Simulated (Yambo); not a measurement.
```
CELL_PARAMETERS angstrom
      0.00000     2.56513     2.56513
      2.56513     0.00000     2.56513
      2.56513     2.56513     0.00000
ATOMIC_POSITIONS crystal
  Be 0.00000 0.00000 0.00000
  Se 0.75000 0.75000 0.75000
```

Response from Yambo on norm-conserving PBEsol (Quantum ESPRESSO, 88 Ry, scalar-relativistic) bands: 18×18×18 mesh, 29 bands, 4 Ry local-field block, 0.2 eV broadening.

Question: Give the static electronic dielectric constant without and with local fields.

Answer: 
```
field along  ε(0), independent particles  ε(0), RPA with local fields  refractive index √ε
-----------  ---------------------------  ---------------------------  -------------------
x                                   6.66                         5.79                 2.41
```
Electronic (clamped-ion) response only. PBEsol gaps are usually too small, which raises these values. Convergence of the RPA response with its 18×18×18 mesh was not tested.

Spin-orbit coupling is not included.

Geometry relaxed with PBEsol.
